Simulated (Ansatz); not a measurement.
Sb, DFT, PBEsol, all-electron LAPW, scalar-relativistic (Ansatz 0.2.0), run on 1 thread of Arm Neoverse V2 on a shared host.

The cell comes from COD entry 9013008, which wasn't checked; take it as a given geometry. The listed cell was then made from it by scaling, straining or moving an atom.

Command: `ansatz run input.yaml --threads 1 --pin off --max-ram 3072MiB --backend cpu --events-out ev --progress --plain --runs-dir out`

```yaml
crystal:
  lattice:
    - [3.16, 0.0, 0.0]
    - [0.0, 3.16, 0.0]
    - [0.0, 0.0, 3.0968]
  atoms:
    - { symbol: Sb, position: [0.0, 0.0, 0.0] }
kpoints:
  mp_grid: { grid: [13, 13, 13] }
  band_path:
    path:
      - [0.0, 0.0, 0.0]
      - [0.0, 0.5, 0.0]
      - [0.5, 0.5, 0.0]
      - [0.0, 0.0, 0.0]
      - [0.0, 0.0, 0.5]
      - [0.0, 0.5, 0.5]
      - [0.5, 0.5, 0.5]
      - [0.0, 0.0, 0.5]
      - [0.0, 0.5, 0.0]
    npoints: 5
scf:
  occupations: { method: fermi_dirac, width: 0.05 }
hamiltonian:
  xc: pbesol
  pseudopotentials: { kind: all_electron, lapw: { basis_error: 0.001 } }
output:
  forces: true
  stress: true
  eigenvalues: true
```

Q: How large is the problem that the program sets up?

A: 196 irreducible k-points, 179 plane waves at Γ, 16 bands.

Q: About how long does it take, and how much memory does it use?

A: 13 s of wall time for 6 SCF iterations, with a peak of 0.33 GiB. Times on shared machines scatter by tens of per cent.
